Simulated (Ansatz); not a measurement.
LiBr:
```cif
data_BrLi
_chemical_formula_sum 'Li1 Br1'
_space_group_name_H-M_alt 'P 1'
_space_group_IT_number 1
_cell_length_a 3.82616
_cell_length_b 3.82616
_cell_length_c 3.82616
_cell_angle_alpha 60.000
_cell_angle_beta 60.000
_cell_angle_gamma 60.000
loop_
_space_group_symop_operation_xyz
  'x, y, z'
loop_
_atom_site_label
_atom_site_type_symbol
_atom_site_fract_x
_atom_site_fract_y
_atom_site_fract_z
_atom_site_occupancy
Li1 Li 0.00000 0.00000 0.00000 1
Br1 Br 0.50000 0.50000 0.50000 1
```

Relaxed with PBEsol. 

Question: HSE06 on this cell (Ansatz, a program for electronic structure, PAW) gives a gap of 6.39 eV. What does PBEsol give?

Answer: 4.98 eV.

Cost on shared cores: the PBEsol run (SCF on a 9×9×9 mesh, then bands and DOS) roughly 3 core-seconds, the HSE06 run (SCF on 7×7×7, then a few points) very roughly 50 core-seconds; the tasks are unlike.

Space group Fm-3m (rock salt). The cell was relaxed with PBEsol under the symmetry of its start. Spin–orbit coupling is left out wherever it is not named.

Potentials: the later of the program's two PAW sets.

Ansatz is a plane-wave DFT program.
